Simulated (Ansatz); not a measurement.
CrSeTe (Janus 2H monolayer) was relaxed with 5 functionals in the plane-wave code Ansatz, cell and atoms free, the symmetry of the start kept (meshes: PBE 12×12×1, r2SCAN 12×12×1, PBEsol 12×12×1, LDA 12×12×1, HSE06 6×6×1). All values are calculated for a non-magnetic cell, which may be hypothetical.

The r2SCAN result:
```xyz
3
Lattice="3.3515 0.0000 0.0000 -1.6758 2.9025 0.0000 0.0000 0.0000 30.7528" Properties=species:S:1:pos:R:3 pbc="T T F"
Cr    0.0000    1.9350    9.0872
Se    1.6758    0.9675   10.5748
Te    1.6758    0.9675    7.3380
```
Periodic in the plane only; c spans the vacuum.

The sheet's in-plane cell has a = 3.352 Å, b = 3.352 Å (γ = 120.0°), and its outermost atoms lie 3.24 Å apart along the normal. Around Cr lie 3 Se at 2.44 Å and 3 Te at 2.61 Å; around Se lie 3 Cr at 2.44 Å; around Te lie 3 Cr at 2.61 Å.

**Question.** How does the cell change with HSE06?

**Answer.** a = 3.296 Å; the area differs by -3.3 % from r2SCAN's. Cr is surrounded by 3 Se at 2.42 Å and 3 Te at 2.58 Å; Se is surrounded by 3 Cr at 2.42 Å; Te is surrounded by 3 Cr at 2.58 Å and 6 Te at 3.30 Å.

**Question.** What lattice does PBEsol give?

**Answer.** a = 3.289 Å; the area differs by -3.7 % from r2SCAN's. Around Cr lie 3 Se at 2.42 Å and 3 Te at 2.59 Å; around Se lie 3 Cr at 2.42 Å; around Te lie 3 Cr at 2.59 Å and 6 Te at 3.29 Å.

**Question.** Held at the r2SCAN cell, what mean stress do LDA and PBE find, and does its sign point to their own minimum?

**Answer.** Not in every case. LDA -3.88 N/m, and its relaxed area is -5.3 % from r2SCAN's; PBE +0.46 N/m, and its relaxed area is 0.0 % from r2SCAN's. Compression counts positive, so a positive stress asks for a larger cell. For PBE the signs differ: the stress is read with the atoms held, and they move too when that functional relaxes the cell.
